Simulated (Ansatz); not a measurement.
An Ansatz (a quantum-chemistry and plane-wave program) run. Input:

Ansatz 0.2 input:
```yaml
crystal:
  lattice:
    - [0.0, 5.2865346617, 5.2865346617]
    - [5.2865346617, 0.0, 5.2865346617]
    - [5.2865346617, 5.2865346617, 0.0]
  atoms:
    - { symbol: Cs, position: [0.75, 0.75, 0.75] }
    - { symbol: Cs, position: [0.25, 0.25, 0.25] }
    - { symbol: Y, position: [0.5, 0.5, 0.5] }
    - { symbol: Ag, position: [0.0, 0.0, 0.0] }
    - { symbol: Cl, position: [0.746533342, 0.253466658, 0.253466658] }
    - { symbol: Cl, position: [0.253466658, 0.746533342, 0.746533342] }
    - { symbol: Cl, position: [0.253466658, 0.746533342, 0.253466658] }
    - { symbol: Cl, position: [0.746533342, 0.253466658, 0.746533342] }
    - { symbol: Cl, position: [0.253466658, 0.253466658, 0.746533342] }
    - { symbol: Cl, position: [0.746533342, 0.746533342, 0.253466658] }
kpoints:
  mp_grid: { grid: [4, 4, 4] }
basis: { xc_grid: 2 }
hamiltonian:
  xc: pbesol
  pseudopotentials: { kind: paw }
scf:
  occupations: { method: fixed }
output:
  optics: { e_range: [0.0, 15.0], de: 0.05, sigma: 0.1, bands: { spectra_wanted_up_to: 12 eV } }
```

Output (shortened):

```
output.optics: the spectra are integrated over the Brillouin zone by k·p interpolation around the k-points, where levels, occupations, output.optics.sigma and …
Pseudopotentials: kind: paw
Pseudopotential: Cs, paw, valence charge 9
Pseudopotential: Y, paw, valence charge 11
Pseudopotential: Ag, paw, valence charge 19
Pseudopotential: Cl, paw, valence charge 7
Functional definition: PBEsol
Crystal: 10 atoms, lattice volume = 295.490 Å³
Basis set: ecut = 420 eV, 5817 PW (Γ), exchange–correlation on 100×100×100 points (8 copies of the dense FFT grid, shifted against one another)
Bands: 55, of which v1, the nominal top of the filled ones, is band 45 counted from 1 (44 counted from 0)
Symmetry: 48 space group operations
Space group: Fm-3m (ITA 225), of the structure as read, at distance tolerance 6.7e-5 Å
k-points: 8 of 64
PAW frozen core: Cs, regenerated for the run's functional, and the local potential with it
PAW frozen core: Y, regenerated for the run's functional, and the local potential with it
PAW frozen core: Ag, regenerated for the run's functional, and the local potential with it
PAW frozen core: Cl, regenerated for the run's functional, and the local potential with it
Initial wavefunctions: pseudopotential atomic-orbital guess
Eigensolver: davidson
Functional: x = pbesol(κ = 0.804, μ = 0.12345679012345678), c = pbesol(β = 0.046)
SCF iter   1: F=—  HF=-28872.363200 eV  |F-HF|=—  |Δ(HF+E_count)|=         —  Δρ=4.50e-3  dr2=7.85e-2  ethr=1.77e-3  ⟨swp⟩=5.1  Hψ=1434  notcnv=0  defer=54
all-band conjugate gradients solve this SCF's bands
preconditioner: auto → Resta (q_TF=auto, 2.238 Å⁻¹)
SCF iter   2: F=—  HF=-28872.343952 eV  |F-HF|=—  |Δ(HF+E_count)|=   1.92e-2  Δρ=1.59e-3  dr2=9.94e-3  ethr=8.72e-5  ⟨swp⟩=2.1  Hψ=774  notcnv=0  defer=60
SCF iter   3: F=—  HF=-28872.342080 eV  |F-HF|=—  |Δ(HF+E_count)|=   1.87e-3  Δρ=6.19e-4  dr2=1.03e-3  ethr=1.10e-5  ⟨swp⟩=2.6  Hψ=690  notcnv=0  defer=59
SCF iter   4: F=—  HF=-28872.342138 eV  |F-HF|=—  |Δ(HF+E_count)|=   5.81e-5  Δρ=2.07e-4  dr2=1.32e-4  ethr=1.14e-6  ⟨swp⟩=2.0  Hψ=744  notcnv=0  defer=59
SCF iter   5: F=—  HF=-28872.342185 eV  |F-HF|=—  |Δ(HF+E_count)|=   4.73e-5  Δρ=4.29e-5  dr2=5.25e-6  ethr=1.46e-7  ⟨swp⟩=2.0  Hψ=576  notcnv=0  defer=51
SCF iter   6: F=—  HF=-28872.342084 eV  |F-HF|=—  |Δ(HF+E_count)|=   1.01e-4  Δρ=1.10e-5  dr2=3.41e-7  ethr=5.83e-9  ⟨swp⟩=2.0  Hψ=685  notcnv=0  defer=49
SCF iter   7: F=—  HF=-28872.342085 eV  |F-HF|=—  |Δ(HF+E_count)|=   5.02e-7  Δρ=1.90e-6  dr2=1.67e-8  ethr=3.78e-10  ⟨swp⟩=2.0  Hψ=642  notcnv=0  defer=49
SCF iter   8: F=—  HF=-28872.342085 eV  |F-HF|=—  |Δ(HF+E_count)|=   1.45e-8  Δρ=4.98e-7  dr2=6.83e-10  ethr=1.85e-11  ⟨swp⟩=2.0  Hψ=668  notcnv=0  defer=49
SCF iter  10: F=-28872.342085 eV  HF=-28872.342085 eV  |F-HF|=0.00e0  |Δ(HF+E_count)|=  4.37e-11  Δρ=2.94e-8  dr2=2.61e-12  ethr=1.00e-12  ⟨swp⟩=14.5  Hψ=2264  notcnv=0
SCF 1 converged in 10 iterations: F = -28872.342085 eV  dr2 = 2.61e-12
NSCF: frozen V_eff on 8 k-points
Optics k sum: 0 of 8 k-points
Optics k sum: 1 of 8 k-points
Optics k sum: 2 of 8 k-points
Optics k sum: 3 of 8 k-points
Optics k sum: 4 of 8 k-points
Optics k sum: 5 of 8 k-points
Optics k sum: 6 of 8 k-points
Optics k sum: 7 of 8 k-points
Optics k sum: 8 of 8 k-points
Optics k sum: 0 of 8 k-points
Optics k sum: 1 of 8 k-points
Optics k sum: 2 of 8 k-points
Optics k sum: 3 of 8 k-points
Optics k sum: 4 of 8 k-points
Optics k sum: 5 of 8 k-points
Optics k sum: 6 of 8 k-points
Optics k sum: 7 of 8 k-points
Optics k sum: 8 of 8 k-points
NSCF: frozen V_eff on 1 k-points
output.optics: what the bands over the 114 summed would add to eps1, eps2 and the energy-loss function is held between a lower and an upper bound (8 Lanczos …
SCF converged after 10 iterations
Free energy (F): -28872.342085 eV
Harris-Foulkes:  -28872.342085 eV  (|F-HF|=0.00e0)
Internal energy: -28872.342085 eV  (E = F + TS)
E sigma→0 (E₀):  -28872.342085 eV
Fermi energy:    4.155511 eV
--- Per-component energies (eV) ---
  E_band       = -755.883349
  E_kinetic    = 2085.281579
  E_local      = -6999.011804  (includes V_loc(G=0)·N_el)
  E_nonlocal   = 373.791684
  E_hartree    = 2848.109568
  E_xc         = -1337.189978
  E_vxc        = -1413.738179  (∫ρ·V_xc dr)
  E_paw        = -20429.404906  (= ΣΔE_a)
  E_vpaw       = -498.426683  (= ΣTr[D̂ρ^β])
  E_aug_tail   = 0.000860  (compensation charges beyond the density's cutoff)
  E_ewald      = -5415.149511
  E_core_change = 1.230425  (= ΣΔE_core)
  E_smearing   =  0.000000  (= −TS)
  E_closure    = 0.000000  (closes the sum)
  Σ components = -28872.342085   (vs F -28872.342085, Δ=0.00e0)
  [band-id]    e_kinetic+e_local+e_nonlocal+2·e_hartree+e_vxc+e_vpaw+e_augmentation_tail = -755.883407   (vs E_band -755.883349, Δ=-5.76e-5)
--- Band table (eV; the first three rows and the last of 8) ---
  k-point 0: bands = ["-84.9372", "-48.4993", "-48.4993", "-48.4993", "-37.2048", "-17.3436", "-17.3436", "-17.3436", "-15.7706", "-15.7542", "-10.0023", "-9.5989", "-9.5989", "-9.5077", "-9.5077", "-9.5077", "-2.7665", "-2.7665", "-2.7665", "-2.6218", "-2.6218", "-2.6218", "-0.3142", "0.5192", "0.5192", "1.2705", "1.2705", "1.2705", "1.2801", "1.2801", "1.2801", "2.4238", "2.4238", "2.4238", "2.7376", "2.7376", "2.7376", "2.7644", "2.7644", "2.7644", "3.0210", "3.0210", "3.0210", "3.6457", "3.6457", "7.8492", "8.1576", "8.1576", "8.1576", "9.3510", "9.3749", "9.3749", "9.7455", "9.7455", "9.7455"]
  k-point 1: bands = ["-84.9372", "-48.4993", "-48.4993", "-48.4993", "-37.2048", "-17.3439", "-17.3436", "-17.3436", "-15.7674", "-15.7561", "-9.9507", "-9.6236", "-9.6236", "-9.5825", "-9.4843", "-9.4843", "-2.7253", "-2.7253", "-2.6707", "-2.6219", "-2.6219", "-2.5739", "-0.0751", "0.6243", "0.6243", "1.0157", "1.1885", "1.1885", "1.2168", "1.3441", "1.3441", "2.0831", "2.0831", "2.1690", "2.5004", "2.5501", "2.5501", "2.8658", "2.8658", "2.8731", "2.9211", "2.9211", "2.9279", "3.9339", "3.9339", "8.1622", "8.2396", "8.2396", "8.4606", "9.6961", "9.7932", "9.7932", "10.0482", "10.0482", "10.1205"]
  k-point 2: bands = ["-84.9372", "-48.4993", "-48.4993", "-48.4993", "-37.2048", "-17.3442", "-17.3436", "-17.3436", "-15.7614", "-15.7609", "-9.8620", "-9.6942", "-9.6419", "-9.6419", "-9.4674", "-9.4674", "-2.6560", "-2.6560", "-2.6495", "-2.6495", "-2.5482", "-2.5449", "0.4618", "0.4900", "0.8320", "0.8320", "0.9863", "0.9863", "1.3655", "1.4837", "1.5411", "1.5411", "1.6908", "1.6908", "2.4849", "2.4849", "2.6545", "2.6829", "2.6829", "2.7574", "2.8947", "2.9981", "2.9981", "4.1555", "4.1555", "8.1973", "8.2999", "8.2999", "9.1828", "9.9987", "10.1809", "10.1809", "10.3680", "10.5375", "10.5375"]
  k-point 7: bands = ["-84.9372", "-48.4993", "-48.4993", "-48.4993", "-37.2048", "-17.3439", "-17.3439", "-17.3437", "-15.7607", "-15.7607", "-9.8429", "-9.7911", "-9.6222", "-9.5154", "-9.5154", "-9.4984", "-2.6132", "-2.6132", "-2.6086", "-2.6030", "-2.5568", "-2.5525", "0.1611", "0.2343", "0.7720", "0.8759", "1.1609", "1.1609", "1.4184", "1.4184", "1.6623", "1.8230", "2.1065", "2.1065", "2.1824", "2.1824", "2.2554", "2.3516", "2.6920", "2.6920", "3.0523", "3.0523", "3.1929", "3.5586", "3.9666", "8.3034", "8.3803", "8.3803", "8.6138", "10.2698", "10.7788", "10.7788", "10.9574", "10.9991", "10.9991"]
  band table: 55 of 55 bands, residual norms ≤ 1.0e-3 eV
```

Cost: about 110 core-seconds (a rough figure) on shared cores.

The first step of the workflow began from a Materials Project structure, measured or hypothetical; the Crystallography Open Database copy checked does not list it. Its standing as an ambient phase is unchecked. The cell was relaxed with PBEsol under the symmetry of its start; its stability against distortions is not shown here. The run is not spin-polarised. Scalar-relativistic: spin–orbit coupling is off unless named, which matters more the heavier the elements.

Potentials: the later of the program's two PAW sets.

Ansatz is a plane-wave DFT program.
